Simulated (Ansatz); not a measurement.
**Property card for Ti₂C**

Ti2C:
```cif
data_C16Ti32
_chemical_formula_sum 'Ti32 C16'
_space_group_name_H-M_alt 'Fd-3m :1'
_space_group_IT_number 227
_space_group_name_Hall 'F 4d 2 3 -1d'
_cell_length_a 8.54833
_cell_length_b 8.54833
_cell_length_c 8.54833
_cell_angle_alpha 90.000
_cell_angle_beta 90.000
_cell_angle_gamma 90.000
loop_
_atom_site_label
_atom_site_type_symbol
_atom_site_symmetry_multiplicity
_atom_site_Wyckoff_symbol
_atom_site_fract_x
_atom_site_fract_y
_atom_site_fract_z
_atom_site_occupancy
Ti1 Ti 32 e 0.38091 0.38091 0.38091 1
C1 C 16 d 0.62500 0.62500 0.62500 1
```
(The calculation used a cell of 12 atoms; values per cell refer to that cell.)

Space group Fd-3m (No. 227); conventional cell a = 8.5483 Å, b = 8.5483 Å, c = 8.5483 Å, α = 90.00°, β = 90.00°, γ = 90.00°.

Method: PBEsol (plane waves, PAW; program Ansatz). Geometry: relaxed at this level of theory. Other levels are named where they apply.

**Cell and energy**

* **Volume per atom**: 13.01 Å³
* **Density**: 4.58 g/cm³
* **Formation energy from the elements (no fitted shifts)**: -708 meV/atom

**Electronic structure**

Electronic character: metallic (no gap)
Density of states at the Fermi level: 0.39 states/eV per atom (mean over ±0.08 eV)

**Mechanics**

- Bulk modulus (Birch–Murnaghan fit) = 1490 kbar
- Pressure derivative B′ = 4.2
- Elastic constants (relaxed ions, GPa) = C11 = 210, C12 = 117, C44 = 119
- Mechanical stability = stable (all eigenvalues of C positive)
- Hill bulk and shear moduli = 148 and 82.1 GPa
- Young's modulus = 208 GPa
- Poisson's ratio = 0.27
- Debye temperature from the elastic constants = 596 K

**Phonons**

Highest zone-centre frequency: 724 cm⁻¹
Zone-centre stability: no imaginary mode at Γ

The first step of the workflow began from a Materials Project structure, measured or hypothetical; the Crystallography Open Database copy checked does not list it. Its standing as an ambient phase is unchecked. The cell was relaxed with PBEsol under the symmetry of its start. The run is not spin-polarised. As this level gives no gap, shear constants depend on the k-mesh and smearing (Fermi–Dirac, 0.1 eV here). As this level gives no gap, phonon frequencies hold no LO–TO term and depend on the k-mesh and smearing (Fermi–Dirac, 0.1 eV here). The references are the lowest solids computed at this level, not always the standard phases.

Potentials: the later of the program's two PAW sets.
